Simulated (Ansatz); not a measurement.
Level of theory: Ansatz 0.2.0, DFT PBE, scalar-relativistic, plane waves, PAW. Cutoff 420 eV, Γ-centred meshes of about 0.25 Å⁻¹ or finer for metals and 0.3 Å⁻¹ for insulators (2π included), Gaussian smearing. No spin polarisation.

A search over trial structures of TaTi₄ gave this relaxed cell.

```xyz
10
Lattice="1.4852 -2.5029 0.0000 1.4852 2.5029 0.0000 0.0000 0.0000 23.6377" Properties=species:S:1:pos:R:3 pbc="T T T"
Ti    1.4852    0.8524    1.1772
Ti    1.4852   -0.8659    3.4963
Ti    1.4852   -0.8659    8.3225
Ti    1.4852    0.8659   20.1414
Ti    1.4852   -0.8524   22.4605
Ti    1.4852   -0.8524   12.9961
Ti    1.4852    0.8524   10.6416
Ti    1.4852    0.8659   15.3152
Ta    1.4852    1.4897    5.9094
Ta    1.4852   -1.4897   17.7283
```

Q: Does it survive phonon and random-displacement tests?

A: As far as tested, yes. The phonons at Γ show no imaginary mode. (Phonon run: 12×12×2 k mesh, Gaussian smearing of 0.10 eV.) After random moves of the atoms it relaxes back. Other q points weren't tested. The optical modes at Γ run from 24 to 213 cm⁻¹. Around Ti on its first site lie 12 Ti at 2.86–2.97 Å; Ti on its second site is surrounded by 2 Ta at 2.84 Å, 9 Ti at 2.86–2.97 Å, 1 Ta at 3.37 Å and 1 Ta at 3.58 Å; around Ta lie 4 Ti at 2.84 Å, 6 Ta at 2.91–2.97 Å, 2 Ti at 3.37 Å and 2 Ti at 3.58 Å.

These runs have no spin–orbit coupling, which can matter for Ta. The cell is a metal run without spin; a magnetic state may lie lower. Phonons of metals hang on the k mesh and the smearing.
